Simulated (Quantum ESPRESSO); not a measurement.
# TaInMo4AlRu: a curve over one atom's position

Computed values, not a measurement. The program is pw.x of Quantum ESPRESSO 7.5 (plane-wave density functional theory). The cell is made up: eight metal atoms on a face-centred cubic lattice, with elements, volume, strain and displacements drawn at random and not relaxed, so it may be unstable or far from any real phase. PseudoDojo standard norm-conserving files set the functional (PBE unless stated); there is no spin polarisation or spin-orbit coupling, the Fermi-Dirac width of 0.25 eV means electrons at about 2900 K, and the masses in the input are unused placeholders. Heavy elements are run without spin-orbit coupling, which real alloys of them have. A spin test at this wide smearing found no moment, but such smearing suppresses magnetism that the real alloy may have.

Seven runs move atom 4 (Mo, counted in the order of the input) along y and keep all else fixed.

Input of the run at +0.0199:

```
&control calculation='scf', pseudo_dir='./dojo.nc.sr.pbe.v0_5.standard.upf', outdir='./o', disk_io='minimal', tprnfor=.true., tstress=.true. /
&system ibrav=0, nat=8, ntyp=5, nbnd=67, ecutwfc=84.00895049, nosym=.true., tot_charge=0,
 occupations='smearing', smearing='fd', degauss=0.0183746611
/
&electrons conv_thr=1.470e-08, electron_maxstep=70, mixing_beta=0.5 /
ATOMIC_SPECIES
Al 1.0 Al.upf
In 1.0 In.upf
Mo 1.0 Mo.upf
Ru 1.0 Ru.upf
Ta 1.0 Ta.upf
CELL_PARAMETERS angstrom
-0.0106 1.9552 1.967
-3.9953 2.0318 -2.0224
-3.8469 -5.9046 5.9611
ATOMIC_POSITIONS angstrom
Ta -0.0237 0.0476 -0.0148
In -3.9086 -3.9176 3.8971
Mo -3.8916 -2.0225 1.9471
Mo -3.946 0.0524 0.01
Mo -1.8598 -1.9791 4.0539
Al -1.9564 0.0393 1.9496
Mo -1.9522 1.9878 -0.0589
Ru -5.954 -1.9395 3.8908
K_POINTS automatic
8 5 3 1 1 1
```

| shift of atom 4 along y (Å) | free energy less that of the input shown (eV) | Fx on atom 4 (eV/Å) | Fy on atom 4 (eV/Å) | Fz on atom 4 (eV/Å) | pressure (GPa) | iterations |
| --- | --- | --- | --- | --- | --- | --- |
| -0.1450 | 0.1057 | 0.043 | 1.065 | -0.881 | 17.25 | 18 |
| -0.0477 | 0.0265 | 0.013 | 0.564 | -0.503 | 16.77 | 18 |
| -0.0275 | 0.0161 | 0.006 | 0.461 | -0.420 | 16.71 | 18 |
| +0.0199 | 0.0000 | -0.011 | 0.220 | -0.220 | 16.62 | 19 |
| +0.0775 | -0.0042 | -0.034 | -0.072 | 0.032 | 16.61 | 19 |
| +0.1415 | 0.0108 | -0.057 | -0.397 | 0.321 | 16.72 | 18 |

Question: one run is left out of the table, at -0.1253. Estimate its Fy on atom 4 (eV/Å).

Answer: 0.963. The whole row:

```
shift of atom 4 along y (Å)  free energy less that of the input shown (eV)  Fx on atom 4 (eV/Å)  Fy on atom 4 (eV/Å)  Fz on atom 4 (eV/Å)  pressure (GPa)  iterations
                    -0.1253                                         0.0857                0.038                0.963               -0.807           17.13          18
```

A cubic fit gives dFy/dy = -5.09 eV/Å² at zero shift. Across the table the energy follows minus the integral of the force to 0.1 meV. A rerun of one of the cells at a higher cutoff and on a denser mesh moved values by no more than 0.010 eV in energy, 0.12 GPa in stress and 0.011 eV/Å in force, and a second program with other atomic files agreed on that cell to 2 % rms in force and 0.5 GPa in pressure.